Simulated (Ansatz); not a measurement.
SiOs:
Space group Pm-3m (No. 221); a = 2.936 Å, b = 2.936 Å, c = 2.936 Å, α = 90.00°, β = 90.00°, γ = 90.00°

| atom | site | symmetry | x | y | z |
|---|---|---|---|---|---|
| Si | 1b | m-3m | 0.5000 | 0.5000 | 0.5000 |
| Os | 1a | m-3m | 0.0000 | 0.0000 | 0.0000 |

Relaxed with r²SCAN.

Q: Tabulate the valence density and the electron localisation function along the shortest Os–Os contact (2.94 Å), DFT-r²SCAN in the program Ansatz with PAW potentials.

A: 

```tsv
distance from Os (Å)	density (e/Å³)	ELF
0.29	7.87	0.52
0.44	6.41	0.57
0.59	4.37	0.53
0.73	2.44	0.41
0.88	1.15	0.28
1.03	0.63	0.21
1.17	0.44	0.24
1.32	0.37	0.35
1.47	0.35	0.41
1.61	0.37	0.35
1.76	0.44	0.24
1.91	0.63	0.21
2.06	1.15	0.28
2.20	2.44	0.41
2.35	4.37	0.53
2.50	6.41	0.57
2.64	7.87	0.52
```

The density is the valence pseudo-density with augmentation charge, so density and ELF within about 1 Å of a nucleus are not all-electron values.

The first step of the workflow began from a Materials Project structure, measured or hypothetical; the Crystallography Open Database copy checked does not list it. COD files the formula under space group No. 198, so this cell is another polymorph or a model. Its standing as an ambient phase is unchecked. Symmetry was held in the r²SCAN relaxation; whether a distortion lowers the energy is not shown. The run is not spin-polarised. Scalar-relativistic: spin–orbit coupling is off unless named, which matters more the heavier the elements.

Potentials: the earlier of the program's two PAW sets.
